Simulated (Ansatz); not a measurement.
# V (hcp): energy against volume

Computed with DFT, m-r2SCAN, plane waves (500 eV) with PAW, scalar-relativistic (Ansatz). The PAW files were generated under PBE, with cores re-solved for the functional.

The cell is scaled uniformly from the relaxed one, with fractional coordinates and shape fixed. Energies are extrapolated to zero smearing, pressures are those at the given smearing. Magnetic state: non-magnetic.

A Birch-Murnaghan fit gives V₀ = 13.63 Å³/atom, B₀ = 184 GPa, B₀′ = 3.8.

Q: What are the energy above the minimum and the pressure at 12.543 Å³/atom?

A: 56.5 meV/atom and 17.95 GPa as computed.

Q: What are the energy above the minimum and the pressure at 13.088 Å³/atom?

A: 13.1 meV/atom and 8.14 GPa as computed.

Q: What are the energy above the minimum and the pressure at 15.269 Å³/atom?

A: 94.4 meV/atom and -16.65 GPa as computed.

m-r²SCAN is r²SCAN on the gauge-invariant kinetic-energy density; without spin polarisation the two are equal.
